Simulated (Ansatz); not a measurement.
TiSnS:
```cif
data_S2Sn2Ti2
_chemical_formula_sum 'Ti2 Sn2 S2'
_space_group_name_H-M_alt 'P 1'
_space_group_IT_number 1
_cell_length_a 3.83740
_cell_length_b 3.83740
_cell_length_c 7.80576
_cell_angle_alpha 90.000
_cell_angle_beta 90.000
_cell_angle_gamma 90.000
loop_
_space_group_symop_operation_xyz
  'x, y, z'
loop_
_atom_site_label
_atom_site_type_symbol
_atom_site_fract_x
_atom_site_fract_y
_atom_site_fract_z
_atom_site_occupancy
Ti1 Ti 0.00000 0.50000 0.70332 1
Ti2 Ti 0.50000 0.00000 0.29668 1
Sn1 Sn 0.00000 0.00000 0.00000 1
Sn2 Sn 0.50000 0.50000 0.00000 1
S1 S 0.50000 0.00000 0.61736 1
S2 S 0.00000 0.50000 0.38264 1
```
The run is spin-polarised; directions of the spins, atom by atom: ↑ ↑ 0 0 0 0.

This is the r²SCAN-relaxed structure.

Task: All from plane-wave PAW r²SCAN (Ansatz code), unless another level is named. Estimate the electronic character.

Result: metallic (no gap).

Task: What about the formation energy from the elements (no fitted shifts)?

Result: -0.60 eV/atom.

Task: And the density of states at the Fermi level?

Result: 0.48 states/eV per atom (mean over ±0.08 eV).

Space group P4/nmm. The start of the workflow was typed in or built on a structure type; neither database checked (COD, Materials Project) lists it. Whether it is the stable phase at ambient conditions was not checked. The r²SCAN relaxation kept the symmetry of its start; its stability against distortions is not shown here. Magnetic state: ferromagnetic, the only order run, not a proven ground state. Other orbital occupations within this spin state were not tried. No Hubbard U is applied. The compound may be a true metal, but semilocal functionals without U, or a wrong spin order, can also close a gap. The references are the lowest solids computed at this level, not always the standard phases. Scalar-relativistic: spin–orbit coupling is off unless named, which matters more the heavier the elements.

Potentials: the later of the program's two PAW sets.
